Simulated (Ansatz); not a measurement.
IrC (rock salt, space group No. 225) at seven volumes, DFT-r²SCAN in the program Ansatz with PAW potentials, scaled uniformly. One row is withheld.

```
V (Å³/atom)  P (GPa)
-----------  -------
9.559              ?
9.874          23.40
10.189         10.72
10.504          0.00
10.819         -9.13
11.134        -16.88
11.449        -23.37
```

Task: Fit the shown pressures and predict the withheld one.

Result: Third-order Birch–Murnaghan: P = (3/2)B₀(x^(7/2) − x^(5/2))[1 + (3/4)(B′ − 4)(x − 1)] with x = (V₀/V)^(2/3). Least squares on the six rows gives V₀ = 10.503 Å³/atom, B₀ = 329.4 GPa, B′ = 4.51. At V = 9.559, x = 1.0648 and P = 38.39 GPa. The run itself gave 38.53 GPa.

Space group Fm-3m (rock salt). The start of the workflow was typed in or built on a structure type; neither database checked (COD, Materials Project) lists it. Whether it is the stable phase at ambient conditions was not checked. The r²SCAN relaxation kept the symmetry of its start. At this level the phase is mechanically unstable. The run is not spin-polarised. Its formation energy is positive at this level, so the cell may be metastable or incomplete. Spin–orbit coupling is left out wherever it is not named.

Potentials: the earlier of the program's two PAW sets. The files were generated under PBE; for other functionals the program regenerates the frozen cores, and for LDA and PBEsol the local potential too.
